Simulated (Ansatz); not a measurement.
SrIn3Au in space group I4mm (No. 107; Sr on 2a, In on 4b, In on 2a, Au on 2a), DFT-r²SCAN in the program Ansatz with PAW potentials, all energies at zero smearing, with the estimated change up to a 700 eV cutoff added, with one set of potentials and settings (totals compare only within such a set). Cell of 5 atoms (1 Sr, 3 In, 1 Au): -33556.911 eV.

```
element                reference phase  E (eV/atom)
-------  -----------------------------  -----------
Sr       P6_3/mmc, 2 atoms in the cell   -3555.1144
In         I4/mmm, 1 atoms in the cell   -5611.8204
Au          Fm-3m, 1 atoms in the cell  -13163.5078
```

Formation energy per atom, worked out: (-33556.911 − 1×(-3555.1144) − 3×(-5611.8204) − 1×(-13163.5078))/5 = -0.566 eV/atom (-55 kJ per mol of atoms), at 0 K, without zero-point energy or fitted corrections.

The first step of the workflow began from a Materials Project structure, measured or hypothetical; the Crystallography Open Database copy checked does not list it. Whether it is the stable phase at ambient conditions was not checked. The r²SCAN relaxation kept the symmetry of its start; whether a distortion lowers the energy is not shown. The references are the lowest solids computed at this level, not always the standard phases. Scalar-relativistic: spin–orbit coupling is off unless named, which matters more the heavier the elements.

Potentials: the later of the program's two PAW sets.
